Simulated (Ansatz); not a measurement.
TiSiB:
Space group Cmcm (No. 63); a = 3.3089 Å, b = 13.2685 Å, c = 3.0679 Å, α = 90.00°, β = 90.00°, γ = 90.00°

```tsv
atom	site	symmetry	x	y	z
Si	4c	m2m	0.0000	0.7014	0.2500
B	4c	m2m	0.0000	0.5313	0.2500
Ti	4c	m2m	0.0000	0.0935	0.7500
```
(The calculation used a cell of 6 atoms; values per cell refer to that cell.)

Relaxed at zero pressure with PBE in the plane-wave PAW code Ansatz.

Task: The volume is lowered by 6 % and shape and atoms relax at that volume. What pressure results, and how do the axes share the change?

Result: 12.8 GPa; a -2.1 %, b -2.1 %, c -1.9 %; the energy rises by 25 meV/atom.

Task: Give the new structure.

Result: 
Space group Cmcm (No. 63); a = 3.238 Å, b = 12.989 Å, c = 3.010 Å, α = 90.00°, β = 90.00°, γ = 90.00°

| atom | site | symmetry | x | y | z |
|---|---|---|---|---|---|
| Si | 4c | m2m | 0.0000 | 0.7020 | 0.2500 |
| B | 4c | m2m | 0.0000 | 0.5324 | 0.2500 |
| Ti | 4c | m2m | 0.0000 | 0.0938 | 0.7500 |

The phase is kept; no other phase was compared at this pressure.

The start of the workflow was typed in or built on a structure type; neither database checked (COD, Materials Project) lists it. Its standing as an ambient phase is unchecked. Symmetry was held in the PBE relaxation; whether a distortion lowers the energy is not shown. No spin polarisation was allowed.

Potentials: the earlier of the program's two PAW sets.
